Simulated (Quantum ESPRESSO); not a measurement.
Field gradients of PbF2 from a PBE PAW density (pw.x of a modified build of Quantum ESPRESSO, JTH datasets) with the all-electron reconstruction of Petrilli and co-workers. The input of pw.x:

```
&CONTROL
  calculation = 'scf'
  prefix = 'x'
  pseudo_dir = './pseudo'
  outdir = './out'
  tprnfor = .true.
/
&SYSTEM
  ibrav = 0
  nat = 3
  ntyp = 2
  ecutwfc = 45
  ecutrho = 180
  occupations = 'fixed'
  nbnd = 18
/
&ELECTRONS
  conv_thr = 1e-11
/
ATOMIC_SPECIES
Pb 207.200 Pb.GGA_PBE-JTH.UPF
F 18.998 F.GGA_PBE-JTH.UPF
CELL_PARAMETERS angstrom
   -0.000000000000     2.943160250000     2.987529500000
    2.943160250000     0.000000000000     2.987529500000
    2.943160250000     2.943160250000     0.000000000000
ATOMIC_POSITIONS crystal
Pb     0.000000000000     0.000000000000     0.000000000000
F      0.750000000000     0.750000000000     0.750000000000
F      0.250000000000     0.250000000000     0.250000000000
K_POINTS automatic
7 7 7 0 0 0
```
The cell was made here from a computed Materials Project entry: strained by +1 % along the cube axis and by -0.5 % across it, atoms relaxed (PBE without dispersion, pw.x of Quantum ESPRESSO, symmetry kept). The parent is PbF2 in Fm-3m; whether this form has been observed was not checked. Stability against distortions was not tested.

Vzz is the sum of three terms, each taken along its main axis: the smooth valence density, the ions (nucleus and frozen core) with the augmentation charges of all other spheres, and the all-electron minus smooth density in the atom's own sphere. The split hangs on the datasets.  Cores are frozen. Against all-electron runs on small test molecules, this scheme's |Vzz| missed by −6 to +4 % (−29 % in KF) on F. Pb had no test against all-electron runs. Spin–orbit coupling is left out, a limit on Pb.

```csv
site,smooth valence density,ions and other spheres,own sphere,Vzz (a.u.)
Pb (atom 1),-0.006,0.006,___,___
"F (atoms 2, 3)",0.008,-0.003,___,___
```

Task: Some entries are withheld; supply them.

Result: 
- Pb (atom 1), own sphere: -0.055
- Pb (atom 1), Vzz (a.u.): -0.055
- F (atoms 2, 3), own sphere: 0.027
- F (atoms 2, 3), Vzz (a.u.): 0.032
